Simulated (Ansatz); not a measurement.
MgO:
```xyz
4
Lattice="3.3027 0.0000 0.0000 -1.6514 2.8602 0.0000 0.0000 0.0000 5.0207" Properties=species:S:1:pos:R:3 pbc="T T T"
Mg     0.0000     1.9068     0.0188
Mg     1.6514     0.9534     2.5292
O      0.0000     1.9068     2.0126
O      1.6514     0.9534     4.5230
```

Cartesian axes are those of the cell as given.

**Question.** Give the proper piezoelectric stress tensor with relaxed ions from plane-wave PAW PBEsol (Ansatz code).

**Answer.** In C/m², rows x, y, z, Voigt columns; mesh uncertainty up to 0.00.
```
 0.00   0.00   0.00   0.00  -0.37   0.00
 0.00   0.00   0.00  -0.37   0.00   0.00
-0.72  -0.72   2.04   0.00   0.00   0.00
```

The elastic tensor of the same run (GPa):

```json
[
 {"": "1", "1": "191", "2": "102", "3": "97.2", "4": "0.0", "5": "0.0", "6": "0.0"},
 {"": "2", "1": "102", "2": "191", "3": "97.2", "4": "0.0", "5": "0.0", "6": "0.0"},
 {"": "3", "1": "97.2", "2": "97.2", "3": "105", "4": "0.0", "5": "0.0", "6": "0.0"},
 {"": "4", "1": "0.0", "2": "0.0", "3": "0.0", "4": "60.9", "5": "0.0", "6": "0.0"},
 {"": "5", "1": "0.0", "2": "0.0", "3": "0.0", "4": "0.0", "5": "60.9", "6": "0.0"},
 {"": "6", "1": "0.0", "2": "0.0", "3": "0.0", "4": "0.0", "5": "0.0", "6": "44.5"}
]
```

**Question.** Convert to strain constants d = e·S.

**Answer.** In pC/N:
```
  0.0    0.0    0.0    0.0   -6.1    0.0
  0.0    0.0    0.0   -6.1    0.0    0.0
-22.9  -22.9   61.6    0.0    0.0    0.0
```

Space group P6_3mc (wurtzite). The workflow started from a Materials Project entry (that database holds measured and hypothetical structures alike); the Crystallography Open Database copy checked does not list it. It is not the phase usual at ambient conditions (space group No. 225). The PBEsol relaxation kept the symmetry of its start; phonons on a q-mesh show no instability.

Potentials: the later of the program's two PAW sets.
